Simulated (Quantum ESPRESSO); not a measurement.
**Band energies of TlBr**

```
TlBr
1.0
    3.99991     0.00000     0.00000
    0.00000     3.99991     0.00000
    0.00000     0.00000     3.99991
Br Tl
1 1
Direct
  0.50000   0.50000   0.50000
  0.00000   0.00000   0.00000
```

norm-conserving PBEsol (Quantum ESPRESSO, 62 Ry, with spin-orbit coupling); path ΓXMΓRX,MR; energies in eV from the valence-band maximum.

```csv
k (1/Å),point,band 20,band 21,band 22,band 23,band 24,band 25,band 26,band 27
0.00,Γ,-1.13,5.55,5.55,6.89,6.89,6.89,7.68,7.68
0.34,,-0.92,4.06,4.06,6.02,6.02,7.06,7.06,7.18
0.67,,-0.16,1.84,1.84,5.15,5.15,6.20,6.20,7.83
0.79,X,0.00,1.57,1.57,5.08,5.08,6.13,6.13,7.92
1.01,,-0.39,2.24,2.24,4.99,4.99,6.10,6.10,8.26
1.35,,-0.73,3.78,3.78,4.82,4.82,6.85,6.85,8.14
1.57,M,-0.72,4.13,4.13,5.02,5.02,7.32,7.32,7.53
1.68,,-0.72,4.05,4.05,4.94,4.94,7.17,7.17,7.72
2.02,,-0.63,3.19,3.19,4.98,4.98,6.51,6.51,8.70
2.35,,-0.61,4.30,4.30,5.78,5.78,6.78,6.78,7.71
2.68,Γ,-1.13,5.55,5.55,6.89,6.89,6.89,7.68,7.68
2.97,,-0.63,4.66,4.66,6.09,6.09,6.34,6.34,8.08
3.26,,-0.33,3.78,3.78,4.99,4.99,5.21,5.21,9.45
3.56,,-1.30,2.74,2.74,3.73,3.73,4.83,4.83,10.01
3.85,,-1.81,1.59,1.59,2.63,2.63,3.00,3.00,11.60
4.04,R,-1.79,1.21,1.21,2.39,2.39,2.39,2.39,12.38
4.14,,-1.79,1.34,1.34,2.46,2.46,2.55,2.55,12.16
4.45,,-1.58,2.35,2.35,3.38,3.38,4.53,4.53,10.05
4.75,,-0.91,2.95,2.95,4.14,4.14,6.37,6.37,9.07
5.05,,-0.09,1.74,1.74,5.06,5.06,6.11,6.11,8.00
5.15,X,0.00,1.57,1.57,5.08,5.08,6.13,6.13,7.92
5.15,M,-0.72,4.13,4.13,5.02,5.02,7.32,7.32,7.53
5.25,,-0.77,4.00,4.00,4.89,4.89,6.88,6.88,7.67
5.55,,-1.36,2.66,2.66,3.60,3.60,4.21,4.21,9.51
5.94,R,-1.79,1.21,1.21,2.39,2.39,2.39,2.39,12.38
```

The PBEsol gap is indirect, 1.21 eV, from X to R; the smallest direct gap is 1.57 eV.

Geometry of the Materials Project entry, not relaxed at this level.
